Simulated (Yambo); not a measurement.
RPA spectrum of BaTiO3 (space group P4mm, No. 99) on PBEsol bands in Yambo (10×10×10 mesh, 57 bands, 3 Ry local-field block, 0.2 eV broadening; field along x). CGrdSpXd merges neighbouring transition energies to save time; the report line [X-CG] gives the poles kept by one of the 4 MPI tasks, and where the merging fails may depend on that split. Axes are Cartesian, with cell vectors (Å) (3.99, 0.00, 0.00), (0.00, 3.99, 0.00), (0.00, 0.00, 4.10).

```
CGrdSpXd asked (%)  share reached (%)  poles used (one task)  static ε  largest change of Im ε (% of its maximum)              rough time
------------------  -----------------  ---------------------  --------  -----------------------------------------  ----------------------
100                               100                  17794      6.24                                        0.0                       1
70                                 69                  12453      6.24                                        0.0  within a factor of two
30                                 29                   5333      6.24                                        0.1               about 1/2
15                                  1                    248      6.36                                         13               about 1/4
5                                   1                    248      6.36                                         13               about 1/4
```

All runs end normally. In the runs at 15 %, 5 % few poles are left or the spectrum changes by over a quarter of its peak, and no warning says so. Times are rough ratios from shared machines. The k mesh wasn't tested; the rows compare only with each other.

Geometry of the Materials Project entry, not relaxed at this level; primitive cell a = b = 3.990 Å, c = 4.103 Å, α = β = γ = 90.00°.
